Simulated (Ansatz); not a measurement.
**Computed properties of Ag**

```yaml
crystal:
  lattice:
    - [2.93000, 0.00000, 0.00000]
    - [-1.46500, 2.53745, 0.00000]
    - [0.00000, 0.00000, 4.79000]
  atoms:
    - { symbol: Ag, position: [0.33333, 0.66667, 0.25000] }
    - { symbol: Ag, position: [0.66667, 0.33333, 0.75000] }
```

Atoms are numbered in the order listed.

The cell comes from COD entry 1509145, which wasn't checked; take it as a given geometry.

These are results of DFT, LDA, all-electron LAPW, scalar-relativistic in Ansatz 0.2.0, not measurements.

Numerical set-up: a Γ-centred 14×14×8 k mesh, Fermi–Dirac smearing of 0.05 eV, basis error target 0.25 meV/atom, no spin polarisation.

| Property | Result |
| --- | --- |
| Stress xx, yy, zz (compression positive) | -10.48, -10.48, -10.84 GPa |
| Volume per atom | 17.81 Å³ |

Task: Give the computed value. Band gap.

Result: none: bands cross the Fermi level, a metal.

Task: Pressure at this cell: what does the calculation give?

Result: -106.0 kbar.

Task: Give the computed value. Density of states at the Fermi level (0.2 eV bin).

Result: 0.65 states/eV per cell.
